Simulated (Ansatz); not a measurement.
The elements of this relaxed trial crystal are hidden behind letters.

```
lattice vectors (Å)
   2.4489   -1.7987    0.0000
   2.4489    1.7987    0.0000
  -1.3403    0.0000   10.9306
fractional positions
X 0.3686 0.3686 0.2799
X 0.2726 0.2726 0.9053
X 0.6314 0.6314 0.7201
X 0.7274 0.7274 0.0947
Z 0.0000 0.0000 0.5000
```

These are results of Ansatz 0.2.0, DFT PBE, scalar-relativistic, plane waves, PAW, not measurements. The final run on the 5-atom cell used 420 eV, a Γ-centred 14×14×4 mesh, 0.10 eV smearing and no spin polarisation.

- Space group: C2/m (No. 12)
- Conventional cell: a = 4.898 Å, b = 3.597 Å, c = 11.012 Å, β = 97.0°
- Volume per atom: 19.26 Å³
- Density: 6.87 g/cm³
- Formation energy: +0.08 eV/atom
- Gap on the 14×14×4 mesh of the 5-atom cell: 0 eV (a metal)

Energies are uncorrected and count from the elements' standard states at the same level.

Question: X is a d-block element of period 4 and Z is a p-block element of period 6. Which elements are they?

Answer: X = Ti, Z = Pb, so the formula is Ti4Pb. Density times volume gives a mean mass of 6.87 × 19.26/1.6605 = 79.7 u per atom, and this set has 79.7 u. Among the elements that the hints allow, noble gases aside, only these give it. Around Ti on its first site lie 3 Ti at 2.74–2.85 Å, 3 Pb at 3.02–3.19 Å, 4 Ti at 3.04 Å, 3 Ti at 3.53–3.60 Å and 1 Pb at 3.69 Å; around Ti on its second site lie 6 Ti at 2.74–2.86 Å and 4 Ti at 3.04 Å; Pb has 6 Ti at 3.02–3.19 Å, 4 Pb at 3.04 Å, 2 Pb at 3.60 Å and 2 Ti at 3.69 Å.

These runs have no spin–orbit coupling, which can matter for Pb. This cell was reached by moving the atoms of another relaxed cell at random and relaxing again, last within the group found; it had no such test of its own.
